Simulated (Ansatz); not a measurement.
Sb:
```
Sb
1.0
    2.16129     1.24782     3.68159
   -2.16129     1.24782     3.68159
    0.00000    -2.49564     3.68159
Sb
2
Direct
  0.23615   0.23615   0.23615
  0.76385   0.76385   0.76385
```

Relaxed with PBE+D3(BJ).

**Question.** Which orbitals make up the states near the Fermi level in plane-wave PAW PBE+D3(BJ) (Ansatz code)?

**Answer.** Within 0.5 eV of the Fermi level: Sb 5p 83 %, Sb 5s 13 %. Projections are on Löwdin-orthogonalised atomic valence shells; empty p or d shells of many metals are not among them.

**Question.** Tabulate the density of states.

**Answer.** States/eV per cell of 2 atoms, in 0.25 eV bins, energy from the Fermi level.

| E (eV) | total | Sb 5p | Sb 5s |
|---|---|---|---|
| -7.85 | 0.63 | 0.13 | 0.50 |
| -7.60 | 0.47 | 0.10 | 0.37 |
| -7.35 | 0.36 | 0.08 | 0.28 |
| -7.10 | 0.29 | 0.07 | 0.23 |
| -6.85 | 0.23 | 0.05 | 0.18 |
| -6.60 | 0.18 | 0.04 | 0.14 |
| -6.35 | 0.15 | 0.03 | 0.12 |
| -6.10 | 0.11 | 0.02 | 0.09 |
| -5.85 | 0.09 | 0.02 | 0.07 |
| -5.60 | 0.20 | 0.14 | 0.06 |
| -5.35 | 0.55 | 0.49 | 0.06 |
| -5.10 | 0.71 | 0.66 | 0.05 |
| -4.85 | 0.76 | 0.71 | 0.04 |
| -4.60 | 0.81 | 0.77 | 0.03 |
| -4.35 | 0.92 | 0.88 | 0.04 |
| -4.10 | 1.06 | 1.00 | 0.05 |
| -3.85 | 1.27 | 1.21 | 0.06 |
| -3.60 | 1.50 | 1.43 | 0.06 |
| -3.35 | 1.48 | 1.39 | 0.07 |
| -3.10 | 1.46 | 1.37 | 0.08 |
| -2.85 | 1.45 | 1.34 | 0.09 |
| -2.60 | 1.44 | 1.33 | 0.10 |
| -2.35 | 1.45 | 1.33 | 0.10 |
| -2.10 | 1.44 | 1.31 | 0.11 |
| -1.85 | 1.46 | 1.32 | 0.12 |
| -1.60 | 1.40 | 1.25 | 0.13 |
| -1.35 | 1.20 | 1.05 | 0.13 |
| -1.10 | 1.13 | 0.97 | 0.14 |
| -0.85 | 1.13 | 0.95 | 0.15 |
| -0.60 | 0.82 | 0.69 | 0.12 |
| -0.35 | 0.43 | 0.35 | 0.07 |
| -0.10 | 0.10 | 0.08 | 0.02 |
| 0.15 | 0.31 | 0.26 | 0.04 |
| 0.40 | 1.22 | 1.03 | 0.15 |
| 0.65 | 1.54 | 1.30 | 0.18 |
| 0.90 | 1.32 | 1.12 | 0.15 |
| 1.15 | 1.15 | 0.98 | 0.12 |
| 1.40 | 1.11 | 0.94 | 0.11 |
| 1.65 | 1.14 | 0.96 | 0.10 |
| 1.90 | 1.35 | 1.03 | 0.10 |
| 2.15 | 1.71 | 1.20 | 0.10 |
| 2.40 | 1.65 | 1.19 | 0.08 |
| 2.65 | 1.11 | 0.90 | 0.06 |
| 2.90 | 1.08 | 0.92 | 0.05 |
| 3.15 | 1.33 | 1.01 | 0.05 |
| 3.40 | 1.56 | 1.04 | 0.05 |
| 3.65 | 1.23 | 0.84 | 0.04 |
| 3.90 | 1.03 | 0.70 | 0.03 |
| 4.15 | 1.44 | 0.78 | 0.03 |
| 4.40 | 1.75 | 0.82 | 0.03 |
| 4.65 | 1.66 | 0.77 | 0.02 |

Space group R-3m (A7 (α-As type)). Symmetry was held in the PBE+D3(BJ) relaxation. Scalar-relativistic: spin–orbit coupling is off unless named, which matters more the heavier the elements.

Potentials: the later of the program's two PAW sets.
